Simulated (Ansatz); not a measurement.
The start is a generated cell, Si2Mo placed in the fluorite structure type. The cell and all atomic positions are relaxed at zero pressure with r2SCAN (plane waves to 500 eV, PAW, scalar-relativistic; Ansatz, an electronic-structure program). The first steps use a coarse 7×7×7 k-mesh.

Initial structure:
```yaml
crystal:
  lattice:
    - [0.00000, 3.03949, 3.03949]
    - [3.03949, 0.00000, 3.03949]
    - [3.03949, 3.03949, 0.00000]
  atoms:
    - { symbol: Mo, position: [0.00000, 0.00000, 0.00000] }
    - { symbol: Si, position: [0.25000, 0.25000, 0.25000] }
    - { symbol: Si, position: [0.75000, 0.75000, 0.75000] }
```

Problem. How large is the pressure on the unrelaxed cell, and of which sign?

Solution. -14 GPa (negative: the cell is under tension).

Problem. By how much does the energy per atom fall from start to end?

Solution. 0.10 to 0.11 eV/atom (the two k-meshes of the run give this range).

Problem. How does the volume per atom move from start to end?

Solution. -11.9 %, from 18.72 to 16.49 Å³/atom.

Problem. How do the shortest distances between atoms change?

Solution. The closest pairs of elements (up to four, under 3.6 Å), start → end: Mo–Si 2.63 → 2.52 Å; Si–Si 3.04 → 2.91 Å.

The space group stays Fm-3m (No. 225) (the run could not lower it); the end is AFLOW prototype AB2_cF12_225_a_c (C1, as in CaF2), with 3 atoms in the primitive cell. Final values are on a 14×14×14 k-mesh of the relaxed cell. No spin polarisation in the result.

The run could not lose the symmetry of its start, so the end can be a saddle point.

All atoms sit on sites fixed by symmetry, so only the cell could relax.

The relaxed structure here is a generated cell of Si2Mo: the first start was made by placing the elements on the sites of a structure type, and the end was not matched to a known phase here, so it may be hypothetical. Known forms of Si2Mo include space group No. 139.
